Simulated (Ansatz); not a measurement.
Is this structure of SnSe₂ stable?

Atoms and cell were relaxed at zero pressure (12.0 % in volume from the start). The relaxed cell:

```
Sn Se
1.0
     3.87379    0.00000    0.00000
    -1.93689    3.35480    0.00000
     0.00000    0.00000    6.89500
Sn Se
1 2
Direct
  0.00000 0.00000 0.00000
  0.33333 0.66667 0.23114
  0.66667 0.33333 0.76886
```

Space group P-3m1 (No. 164); conventional cell a = 3.874 Å, b = 3.874 Å, c = 6.895 Å, α = 90.00°, β = 90.00°, γ = 120.00°.

Computed with plane-wave PAW DFT (Ansatz 0.2.0): PBE, 420 eV cutoff, 8×8×4 Γ-centred mesh, gaussian occupations of width 0.027 eV. Spin: none; no U, no spin-orbit coupling.

Where does it lie against the elements?

-0.342 eV an atom at 0 K against the elements' lowest computed crystals and the free molecules of gases, with no empirical correction.

Is it stable against splitting into other phases?

Among the phases that we computed and relaxed alike, the lowest mixture with other formulas is 33 % Se + 67 % SnSe (shares of atoms). The cell lies 49 meV an atom below it, so this formula doesn't split. No lower structure of the same formula is in the table beyond the error of 20 meV, so it is stable at this level.

The start was: a database entry at a slightly scaled volume.

Caveats: differences under 20 meV an atom lie within the error of meshes and cutoff; the relaxation keeps the start's symmetry, so a distorted cell may lie lower; no dispersion correction, which matters between weakly bound layers.
